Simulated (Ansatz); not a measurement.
## KLa: from a first guess to the relaxed L11 type

First guess:

```
CELL_PARAMETERS angstrom
1.80676 -1.04313 5.90209
0.00000 2.08627 5.90209
-1.80676 -1.04313 5.90209
ATOMIC_POSITIONS crystal
K 0.00000 0.00000 0.00000
La 0.50000 0.50000 0.50000
```

Theory: DFT, PBE, PAW with Ansatz's default frozen-core files, scalar-relativistic (Ansatz 0.2.0).

Cell and atoms relax within the symmetry of the start on a 11×11×11 k mesh with 0.05 eV Fermi–Dirac smearing.

The start is built from a prototype, known or not as a phase of this compound; the cutoff is 420 eV.

Spin–orbit coupling is left out, though it moves levels of the heavy atoms by tenths of an eV or more.

Q: What is the pressure of the first guess?

A: 7.16 GPa.

Q: What does it relax to?

A: a = 3.787 Å, b = 3.787 Å, c = 22.287 Å, α = 90.00°, β = 90.00°, γ = 120.00° (conventional cell), 46.14 Å³ per atom:
```cif
data_structure
_symmetry_space_group_name_H-M 'R-3m:H'
_symmetry_Int_Tables_number 166
_cell_length_a 3.7871
_cell_length_b 3.7871
_cell_length_c 22.2874
_cell_angle_alpha 90.000
_cell_angle_beta 90.000
_cell_angle_gamma 120.000
_cell_volume 276.83
loop_
_atom_site_label
_atom_site_type_symbol
_atom_site_symmetry_multiplicity
_atom_site_Wyckoff_symbol
_atom_site_fract_x
_atom_site_fract_y
_atom_site_fract_z
_atom_site_occupancy
K1 K 3 a 0.00000 0.00000 0.00000 1
La1 La 3 b 0.66667 0.33333 0.83333 1
```

Q: How much energy does the relaxation release?

A: 323 meV/atom.
